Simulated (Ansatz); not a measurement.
CuCl (zinc blende), relaxed and computed with several functionals in Ansatz (plane waves, PAW).

| functional | a (Å) | gap (eV) | B₀ by P(V) fit (GPa) |
|---|---|---|---|
| HSE06 | 5.448 | 2.35 | 45.9 |
| LDA | 5.208 | 0.63 | 74.3 |
| PBE | 5.424 | 0.53 | 48.7 |

All cells were relaxed under the symmetry of their starts (and spin orders); stability against distortions was not tested throughout. Rows with no word on spin ran without spin polarisation.

Potentials: the later of the program's two PAW sets.

Ansatz (a program for electronic structure) is a plane-wave DFT program.
